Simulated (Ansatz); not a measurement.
MnO (rock salt)

```xyz
2
Lattice="0.0000 2.2251 2.2251 2.2251 0.0000 2.2251 2.2251 2.2251 0.0000" Properties=species:S:1:pos:R:3 pbc="T T T"
O      0.0000     0.0000     0.0000
Mn     2.2251     2.2251     2.2251
```

Two-dimensional scan of atom 1 (O, nearest neighbour Mn at 2.225 Å; its periodic images, 3.1 Å or more away, move with it): u runs along (0.707, 0.707, 0.000), v along (0.000, 0.000, 1.000) (Cartesian). Cell and other atoms are fixed.

Method: r2SCAN (plane waves to 500 eV, PAW, scalar-relativistic; Ansatz, a first-principles code). k mesh 10×10×10 (Γ-centred), Fermi-Dirac smearing 0.05 eV. E stands for the smeared free energy. Points where atoms come too close for the PAW data are left out (x in tables, blank in figures). With partly filled bands, energies and forces of such displacements shift with the k mesh and the smearing. At this level the bands of MnO touch or barely overlap; measurements give the solid a gap. MnO is run spin-polarised and with no Hubbard U; the real compound is an antiferromagnetic insulator, a state that this run doesn't describe. MnO was relaxed with its symmetry unable to fall. Relaxed MnO ends ferromagnetic. Other magnetic orders were not checked, so this need not be the ground state. The last digit holds for this mesh only.

Changes of ΔE (meV/cell) from the point u = 0.000 Å, v = 0.000 Å when one coordinate moves alone (two changes are said to add if the coupling is within 5 % of the smaller one, nearly so within 20 %):

```json
[
 {"point": "u = 0.000 Å, v = -0.365 Å", "change": "323.4"},
 {"point": "u = -0.730 Å, v = 0.000 Å", "change": "1111.7"},
 {"point": "u = -0.365 Å, v = 0.000 Å", "change": "222.5"},
 {"point": "u = 0.365 Å, v = 0.000 Å", "change": "222.5"},
 {"point": "u = 0.730 Å, v = 0.000 Å", "change": "1111.7"},
 {"point": "u = 0.000 Å, v = 0.365 Å", "change": "323.4"}
]
```

Do the two effects add at u = -0.365 Å, v = -0.365 Å? Give the computed change.

The sum of the single changes is 222.5 + (323.4) = 545.9; the calculation gives 421.0, so the coupling contributes -124.9 (over 20 % of the smaller single change, not additive).

What is the change at u = -0.730 Å, v = -0.365 Å, where both move, and how far is it from the sum?

The sum of the single changes is 1111.7 + (323.4) = 1435.1; the calculation gives 981.7, so the coupling contributes -453.4 (over 20 % of the smaller single change, not additive).

(A displaced cell: forces are minus the slopes of the energy, force constants its curvatures, and phonons follow from these.)
